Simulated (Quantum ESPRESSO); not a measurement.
**Band energies of YGa2**

```
YGa2
1.0
    4.17397     0.00000     0.00000
   -2.08698     3.61476     0.00000
    0.00000     0.00000     4.14751
Ga Y
2 1
Direct
  0.33333   0.66667   0.50000
  0.66667   0.33333   0.50000
  0.00000   0.00000   0.00000
```

norm-conserving PBEsol (Quantum ESPRESSO, 80 Ry, without SOC); path ΓMKΓALHA,LM,KH; energies in eV from the Fermi level.

```csv
k (1/Å),point,band 14,band 15,band 16,band 17,band 18,band 19,band 20,band 21
0.00,Γ,-14.26,-9.83,-0.77,-0.77,-0.23,-0.19,1.35,3.00
0.33,,-14.26,-9.41,-2.82,-0.90,-0.41,-0.14,2.20,2.86
0.76,,-14.22,-7.66,-6.07,-1.25,-0.75,-0.62,2.61,3.41
0.87,M,-14.21,-7.30,-6.49,-1.27,-0.79,-0.63,2.59,3.44
1.12,,-14.15,-7.10,-6.34,-3.09,-0.40,0.87,1.37,2.97
1.37,K,-14.12,-6.49,-6.49,-4.15,0.27,0.27,2.37,2.37
1.59,,-14.15,-7.54,-5.59,-3.52,-0.30,1.15,1.46,2.19
2.04,,-14.26,-9.39,-2.81,-1.19,-0.41,0.03,2.61,2.75
2.37,Γ,-14.26,-9.83,-0.77,-0.77,-0.23,-0.19,1.35,3.00
2.81,,-14.25,-9.26,-3.27,-0.11,-0.11,1.32,1.32,1.88
3.13,A,-14.24,-8.77,-4.41,0.84,0.84,0.85,0.85,1.70
3.24,,-14.24,-8.74,-4.35,-0.05,0.19,1.25,1.52,1.56
3.57,,-14.24,-8.30,-3.50,-3.05,-1.33,0.12,1.64,2.48
4.00,L,-14.20,-7.36,-5.35,-2.12,-1.68,-1.44,2.10,3.83
4.30,,-14.14,-7.03,-5.76,-2.59,-1.41,-1.39,3.11,3.37
4.50,H,-14.12,-6.43,-6.43,-2.77,-1.28,-1.28,2.88,3.96
4.69,,-14.14,-7.13,-5.61,-2.62,-1.76,-1.03,3.24,3.36
5.05,,-14.23,-8.25,-3.41,-3.18,-1.58,0.05,1.96,2.54
5.32,,-14.24,-8.69,-4.24,-0.74,-0.24,1.24,1.39,1.84
5.51,A,-14.24,-8.77,-4.41,0.84,0.84,0.85,0.85,1.70
5.51,L,-14.20,-7.36,-5.35,-2.12,-1.68,-1.44,2.10,3.83
5.61,,-14.20,-7.36,-5.43,-2.09,-1.55,-1.41,1.84,3.88
6.05,,-14.21,-7.31,-6.33,-1.47,-0.81,-0.66,1.87,2.99
6.26,M,-14.21,-7.30,-6.49,-1.27,-0.79,-0.63,2.59,3.44
6.26,K,-14.12,-6.49,-6.49,-4.15,0.27,0.27,2.37,2.37
6.64,,-14.12,-6.46,-6.46,-3.55,-0.70,-0.70,2.98,3.70
7.02,H,-14.12,-6.43,-6.43,-2.77,-1.28,-1.28,2.88,3.96
```

A metal at this level: along this path bands 17, 18, 19 cross the Fermi level.

Spin-orbit splittings are left out.

Geometry of the Materials Project entry, not relaxed at this level.
